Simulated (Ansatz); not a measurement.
Total density of states per atom from r²SCAN (plane waves, PAW; program Ansatz), in 0.25 eV bins, energy from the Fermi level:

| E (eV) | states/eV/atom |
|---|---|
| -7.85 | 0.00 |
| -7.60 | 0.00 |
| -7.35 | 0.00 |
| -7.10 | 0.00 |
| -6.85 | 0.00 |
| -6.60 | 0.00 |
| -6.35 | 0.00 |
| -6.10 | 0.00 |
| -5.85 | 28.0 |
| -5.60 | 0.00 |
| -5.35 | 0.00 |
| -5.10 | 0.07 |
| -4.85 | 0.20 |
| -4.60 | 0.32 |
| -4.35 | 0.53 |
| -4.10 | 0.71 |
| -3.85 | 0.92 |
| -3.60 | 0.61 |
| -3.35 | 0.20 |
| -3.10 | 0.37 |
| -2.85 | 0.60 |
| -2.60 | 0.74 |
| -2.35 | 0.88 |
| -2.10 | 1.74 |
| -1.85 | 1.49 |
| -1.60 | 0.97 |
| -1.35 | 0.69 |
| -1.10 | 0.38 |
| -0.85 | 0.23 |
| -0.60 | 0.15 |
| -0.35 | 0.09 |
| -0.10 | 0.09 |
| 0.15 | 0.12 |
| 0.40 | 0.16 |
| 0.65 | 0.22 |
| 0.90 | 0.31 |
| 1.15 | 0.42 |
| 1.40 | 0.57 |
| 1.65 | 0.70 |
| 1.90 | 0.93 |
| 2.15 | 1.02 |
| 2.40 | 1.29 |
| 2.65 | 1.99 |
| 2.90 | 2.07 |
| 3.15 | 2.17 |
| 3.40 | 0.66 |
| 3.65 | 0.71 |
| 3.90 | 2.05 |
| 4.15 | 1.33 |
| 4.40 | 1.21 |
| 4.65 | 1.33 |

### Question
Which compound is it?
(A) LuBi, rock salt
(B) HoBi, rock salt
(C) PbS, rock salt
(D) SiC, rock salt

### Answer
A, LuBi, rock salt. Within 0.5 eV of the Fermi level: Lu 5d 62 %, Bi 6p 34 %. Projections are on Löwdin-orthogonalised atomic valence shells; empty p or d shells of many metals are not among them.

Space group Fm-3m (rock salt). The workflow started from a Materials Project entry (that database holds measured and hypothetical structures alike); the Crystallography Open Database copy checked does not list it. With Lu and Bi taken as one species the cell has the higher symmetry Pm-3m, so it may be an ordered model of a mixed-site phase. Its standing as an ambient phase is unchecked. The r²SCAN relaxation kept the symmetry of its start; whether a distortion lowers the energy is not shown. Spin–orbit coupling is left out wherever it is not named.

Potentials: the later of the program's two PAW sets.
